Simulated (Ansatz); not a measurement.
The relaxed structure here is a generated cell of VSi2: the first start was made by placing the elements on the sites of a structure type, and the end was not matched to a known phase here, so it may be hypothetical.

The end point of a relaxation of VSi2. The numbers are results of PBE (plane waves to 420 eV, PAW, scalar-relativistic; Ansatz, a program for electronic structure), not measurements.

```xyz
3
Lattice="-1.2736 2.2690 3.5431 1.2736 -2.2690 3.5431 1.2736 2.2690 -3.5431" Properties=species:S:1:pos:R:3 pbc="T T T"
V      0.0000     0.0000     0.0000
Si     1.2736     0.0000     2.2550
Si     0.0000     2.2690     1.2881
```

Question: Find the space group and the Wyckoff positions (tolerance 0.01 Å).

Answer: Space group Immm (No. 71); a = 2.5472 Å, b = 4.5381 Å, c = 7.0861 Å, α = 90.00°, β = 90.00°, γ = 90.00°

| atom | site | symmetry | x | y | z |
|---|---|---|---|---|---|
| V | 2a | mmm | 0.0000 | 0.0000 | 0.0000 |
| Si | 4j | mm2 | 0.0000 | 0.5000 | 0.1818 |

Question: Give the shortest distances between elements (the closest pairs, up to four, under 3.6 Å).

Answer: Si–Si 2.55 Å; V–V 2.55 Å; Si–V 2.59 Å.

- Volume per atom: 13.65 Å³
- Band gap: zero (metallic)
- Magnetic moment: zero (the starting moments vanished)

No spin polarisation in the result: the starting moments vanished. The relaxed primitive cell holds an odd number of electrons. A magnetic state may lie lower.

The run could not lose the symmetry of its start, so the end can be a saddle point.
